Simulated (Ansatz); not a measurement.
Level of theory: DFT PBE, scalar-relativistic, plane waves, PAW (Ansatz 0.2.0). All cells share a 420 eV cutoff and Γ-centred k meshes spaced at most about 0.3 Å⁻¹ (about 0.25 or finer for metals, 2π included). No spin polarisation in the final relaxations.

These are static total energies at zero pressure.

Compare these two cells of RbNa3Te2, each relaxed at this level.

A.

Space group P-3m1 (No. 164). a = 5.255 Å, b = 5.255 Å, c = 8.627 Å, α = 90.00°, β = 90.00°, γ = 120.00°
| atom | site | symmetry | x | y | z |
| --- | --- | --- | --- | --- | --- |
| Rb | 1a | -3m. | 0.0000 | 0.0000 | 0.0000 |
| Na | 2d | 3m. | 0.3333 | 0.6667 | 0.3406 |
| Na | 1b | -3m. | 0.0000 | 0.0000 | 0.5000 |
| Te | 2d | 3m. | 0.3333 | 0.6667 | 0.7158 |

B.

Space group P6/mmm (No. 191). a = 7.524 Å, b = 7.524 Å, c = 4.565 Å, α = 90.00°, β = 90.00°, γ = 120.00°
| atom | site | symmetry | x | y | z |
| --- | --- | --- | --- | --- | --- |
| Rb | 1a | 6/mmm | 0.0000 | 0.0000 | 0.0000 |
| Na | 3g | mmm | 0.5000 | 0.0000 | 0.5000 |
| Te | 2c | -6m2 | 0.6667 | 0.3333 | 0.0000 |

Question: Which form is favoured at zero pressure, and by what margin per atom?

Answer: A is lower, by 185 meV/atom. A has space group P-3m1 (No. 164), 34.4 Å³/atom and a gap of 1.69 eV on its mesh; B has space group P6/mmm (No. 191), 37.3 Å³/atom and no gap. Counting Te atoms around Na and Rb (those within 1.25 times the shortest such distance or 1.15 times the sum of covalent radii, 1.27 where that leaves under three; the shortest distance is added where it exceeds 1.18 times the sum of covalent radii; a slash parts the counts of unlike sites), A has Rb 6, Na 4/6 and B has Rb 6 from 4.3 Å, Na 4. The denser one is the lower, and pressure would at first widen the difference. In A, Rb has 6 Te at 3.90 Å and 8 Na at 4.22–4.31 Å; Na on a site of symmetry 3m is surrounded by 4 Te at 3.07–3.24 Å, 3 Na at 3.33 Å, 3 Na at 4.09 Å and 3 Rb at 4.22 Å; Te is surrounded by 4 Na at 3.07–3.24 Å, 3 Na at 3.56 Å and 3 Rb at 3.90 Å; 1 more site not described. In B, Rb has 6 Te at 4.34 Å, 12 Na at 4.40 Å and 2 Rb at 4.57 Å; Na has 4 Te at 3.15 Å, 4 Na at 3.76 Å and 4 Rb at 4.40 Å; Te has 6 Na at 3.15 Å, 3 Rb at 4.34 Å and 5 Te at 4.34–4.57 Å. Both come from invented guesses.

These runs have no spin–orbit coupling, which can matter for Te. Kohn–Sham gaps at this level usually fall short of measured ones. The missing spin–orbit coupling can work the other way here. The zero gap of P6/mmm may come from the functional, which often closes small gaps, or the cell may be a true semimetal. Cells relaxed within their symmetry can be saddle points.
